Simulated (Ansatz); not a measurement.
BeS (Pnma), relaxed with r²SCAN+D4 (Ansatz, a quantum-chemistry and plane-wave program, plane waves, PAW): a = 5.9213 Å, b = 3.4850 Å, c = 5.9692 Å, α = 90.00°, β = 90.00°, γ = 90.00°.

| Property | Result |
|---|---|
| gap (eV) | 4.22 |
| ΔH_f (eV/atom) | -1.13 |
| B₀ by P(V) fit (GPa) | 47.6 |
| K_Hill (GPa) | 56.2 |
| G_Hill (GPa) | 42.9 |
| electron conductivity mass (mₑ) | 0.53 |
| Θ_D (K) | 581 |

Question: The same phase is relaxed and computed with LDA in the same code. What are the cell and these values now?

Answer: a = 5.810 Å, b = 3.444 Å, c = 5.908 Å, α = 90.00°, β = 90.00°, γ = 90.00°.

- gap (eV): 3.45
- ΔH_f (eV/atom): -1.02
- B₀ by P(V) fit (GPa): 42.1
- K_Hill (GPa): 52.3
- G_Hill (GPa): 41.0
- electron conductivity mass (mₑ): 0.52
- Θ_D (K): 564

Typed or built starts, not in the databases checked: BeS, Pnma (Be on 4c, S on 4c). Weakly bound layers, chains or molecules computed without a dispersion correction, so cells and soft constants are ill determined: BeS, Pnma (Be on 4c, S on 4c) with LDA. All cells were relaxed under the symmetry of their starts (and spin orders); stability against distortions was not tested throughout.

Potentials: the earlier of the program's two PAW sets.

Ansatz is a plane-wave DFT program.

Formation energies count from the lowest solids of the elements computed at the same level, not from gases.
